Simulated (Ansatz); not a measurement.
Here is the system:

Relaxed Rb (bcc, W type):

```
Rb
1.0
   -5.67105     5.67105     5.67105
    2.83552    -2.83552     2.83552
    2.83552     2.83552    -2.83552
Rb
2
Direct
  0.00000   0.00000   0.00000
  0.50000   0.00000   0.00000
```

A phonon eigenvector at N = (0.5, 0.0, 0.0) is frozen into this cell: atom i moves by Q times the vector below, so Q is the largest atomic displacement, in Å. The cell is held. (q is in reciprocal vectors of the primitive cell; the cell shown is doubled to hold the pattern.)

| atom | x | y | z |
|---|---|---|---|
| Rb1 | 1.000 | 0.000 | 0.000 |
| Rb2 | -1.000 | 0.000 | 0.000 |

Level of theory: PBE (plane waves to 420 eV, PAW, scalar-relativistic; Ansatz, an electronic-structure program). k mesh 6×12×12 (Γ-centred), Fermi-Dirac smearing 0.05 eV. Energies are smeared free energies. With partly filled bands, energies and forces of such displacements shift with the k mesh and the smearing. Rb was relaxed with its symmetry unable to fall. The PAW data are Ansatz's earlier set. ΔE is measured from the undisplaced structure.

The scan covers Q from -0.100 to 0.100 Å in 13 points.

Is this a single well or a double well?

A single well with its minimum at or next to zero displacement.

Which space group does the distorted structure have?

Cmcm (No. 63), lowered from Im-3m.

What is the energy change at Q = 0.100 Å?

2.8 meV/cell.

What harmonic wavenumber does the curvature at Q = 0 give?

30 cm⁻¹.

(For displaced atoms, the force is minus the slope of the energy, and its curvature is a force constant, which sets phonon frequencies.)
